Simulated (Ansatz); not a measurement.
Sc3In:
```
Sc3In
1.0
    6.43647     0.00000     0.00000
   -3.21824     5.57415     0.00000
    0.00000     0.00000     5.17660
Sc In
6 2
Cartesian
  4.80806   0.94016   1.29415
  1.58982   4.63398   3.88245
  3.21824   3.69382   1.29415
 -1.58982   4.63398   3.88245
  1.62841   0.94016   1.29415
  0.00000   1.88033   3.88245
  0.00000   3.71610   1.29415
  3.21824   1.85805   3.88245
```

Relaxed with r²SCAN. Special points in fractions of this cell's reciprocal vectors: Γ (0.000, 0.000, 0.000); M (0.500, 0.000, 0.000); K (0.333, 0.333, 0.000); A (0.000, 0.000, 0.500); L (0.500, 0.000, 0.500); H (0.333, 0.333, 0.500).

**Question.** List the band energies nearest the Fermi level at these points for the program Ansatz at the r²SCAN with spin–orbit coupling level (PAW).

**Answer.** In eV from the Fermi level; about four levels below and three above (degenerate sets whole), none deeper than 8.9 eV; points with the same levels are listed once.

```csv
k,below,above
Γ,-0.09 -0.09 -0.08 -0.08,0.04 0.04 1.12 1.12
M,-0.32 -0.32 -0.08 -0.08,0.06 0.06 0.15 0.15
K,-0.15 -0.15 -0.15 -0.15,0.08 0.08 0.39 0.39 0.40 0.40
A,-0.57 -0.57 -0.57 -0.57,0.37 0.37 0.37 0.37
L,-1.04 -1.04 -1.04 -1.04,0.22 0.22 0.22 0.22
H,-0.99 -0.99 -0.91 -0.91,0.05 0.05 0.06 0.06
```

Space group P6_3/mmc. The workflow started from an entry of the Crystallography Open Database (COD). Its standing as an ambient phase is unchecked. The r²SCAN relaxation kept the symmetry of its start; its stability against distortions is not shown here. The run is not spin-polarised.

Potentials: the later of the program's two PAW sets.
